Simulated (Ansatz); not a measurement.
Here is the system:

GaPt:
```xyz
8
Lattice="4.9025 0.0000 0.0000 0.0000 4.9025 0.0000 0.0000 0.0000 4.9025" Properties=species:S:1:pos:R:3 pbc="T T T"
Ga     0.4569     0.4569     0.4569
Ga     1.9944     4.4456     2.9081
Ga     2.9081     1.9944     4.4456
Ga     4.4456     2.9081     1.9944
Pt     1.9514     1.9514     1.9514
Pt     0.4998     2.9510     4.4027
Pt     4.4027     0.4998     2.9510
Pt     2.9510     4.4027     0.4998
```

This is the PBEsol-relaxed structure.

Question: All from the program Ansatz at the PBEsol level (PAW), unless another level is named. Give the formation energy from the elements (no fitted shifts).

Answer: -0.67 eV/atom.

Question: What about the density of states at the Fermi level?

Answer: 0.20 states/eV per atom (mean over ±0.08 eV).

Space group P2_13. The workflow started from a Materials Project entry (that database holds measured and hypothetical structures alike); the Crystallography Open Database copy checked does not list it. With Ga and Pt taken as one species the cell has the higher symmetry Pa-3, so it may be an ordered model of a mixed-site phase. Whether it is the stable phase at ambient conditions was not checked. The PBEsol relaxation kept the symmetry of its start; its stability against distortions is not shown here. No spin polarisation was allowed. The references are the lowest solids computed at this level, not always the standard phases. Spin–orbit coupling is left out wherever it is not named.

Potentials: the earlier of the program's two PAW sets. The files were generated under PBE; for other functionals the program regenerates the frozen cores, and for LDA and PBEsol the local potential too.
